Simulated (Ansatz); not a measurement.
# Structures of ZnGeAs2: which is lowest?

Plane-wave DFT in Ansatz with scalar-relativistic PAW potentials, cutoff 500 eV, Γ-centred meshes chosen by cell and gap, Gaussian smearing with energies taken to zero width. Every cell was relaxed (cell and atoms) in a run of its own, within the symmetry of its start. Functional: r2SCAN.

Relaxed structures (starts from databases or built by putting these elements on another compound's sites):
A. P-4m2, 4 atoms in the computed cell, a = 3.981 Å, c = 5.685 Å; sites (symmetry × multiplicity) Zn -4m2 × 1, Ge -4m2 × 1, As 2mm. × 2; start: database
B. I-42d, 8 atoms in the computed cell, a = 5.674 Å, c = 11.198 Å; sites (symmetry × multiplicity) Zn -4.. × 4, Ge -4.. × 4, As .2. × 8; start: database

Q: Rank them by energy. Could pressure change the order?

A:
| structure | group | E − E(lowest) (meV/atom) | V (Å³/atom) | gap on mesh (eV) |
| --- | --- | --- | --- | --- |
| B | I-42d | 0.0 | 22.53 | 0.60 |
| A | P-4m2 | 27.1 | 22.52 | 0.00 |

B is lowest, 27 meV/atom under A. The two lowest differ in volume by under 3 %, too little for a first-order estimate of what pressure does to that pair (other pairs aren't weighed here); with rigid cells even 3 % in favour of the higher one would need about 6 GPa. Other structures may lie lower than all of these, and vibrations aren't counted.